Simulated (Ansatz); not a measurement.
ZrZnNi$_{4}$:
```
CELL_PARAMETERS angstrom
      0.00000     3.35572     3.35572
      3.35572     0.00000     3.35572
      3.35572     3.35572     0.00000
ATOMIC_POSITIONS crystal
  Ni 0.37595 0.37595 0.87215
  Ni 0.37595 0.87215 0.37595
  Ni 0.87215 0.37595 0.37595
  Ni 0.37595 0.37595 0.37595
  Zr 0.00000 0.00000 0.00000
  Zn 0.75000 0.75000 0.75000
```

Relaxed with r²SCAN.

### Question
Give the Bader charges and basin volumes of the independent atoms, r²SCAN (plane waves, PAW; program Ansatz).

### Answer


```json
[
 {"atom": "Ni1", "Bader charge (e)": "-0.45", "Bader volume (Å³)": "12.4"},
 {"atom": "Zr5", "Bader charge (e)": "+1.64", "Bader volume (Å³)": "12.9"},
 {"atom": "Zn6", "Bader charge (e)": "+0.14", "Bader volume (Å³)": "13.0"}
]
```

Space group F-43m. The workflow started from an entry of the Crystallography Open Database (COD). Its standing as an ambient phase is unchecked. The cell was relaxed with r²SCAN under the symmetry of its start; whether a distortion lowers the energy is not shown. The workflow began spin-polarised and lost its moments.

Potentials: the later of the program's two PAW sets.
